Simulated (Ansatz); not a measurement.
The relaxed structure here is a generated cell of GaN: the first start was made by placing the elements on the sites of a structure type, and the end was not matched to a known phase here, so it may be hypothetical. Known forms of GaN include space group No. 186, 216.

One stationary structure of GaN. Space group Pccm (No. 49). The numbers are results of PBEsol (plane waves to 420 eV, PAW, scalar-relativistic; Ansatz, a first-principles code), not measurements.

```cif
data_Ga4N4
_chemical_formula_sum 'Ga4 N4'
_space_group_name_H-M_alt 'Pccm'
_space_group_IT_number 49
_space_group_name_Hall '-P 2 2c'
_cell_length_a 3.17358
_cell_length_b 5.24260
_cell_length_c 5.83086
_cell_angle_alpha 90.000
_cell_angle_beta 90.000
_cell_angle_gamma 90.000
loop_
_atom_site_label
_atom_site_type_symbol
_atom_site_symmetry_multiplicity
_atom_site_Wyckoff_symbol
_atom_site_fract_x
_atom_site_fract_y
_atom_site_fract_z
_atom_site_occupancy
Ga1 Ga 2 d 0.50000 0.00000 0.00000 1
Ga2 Ga 2 g 0.00000 0.50000 0.25000 1
N1 N 4 q 0.12636 0.26240 0.00000 1
```

Problem. Predict the band gap from PBEsol.

Solution. Zero, with touching bands (no spin-orbit coupling).

No spin polarisation in the result.

The run could not lose the symmetry of its start, so the end can be a saddle point.

It was reached from a disturbed copy of a P4₂/mmc (No. 131) cell, against which it lies -0.10 eV/atom.
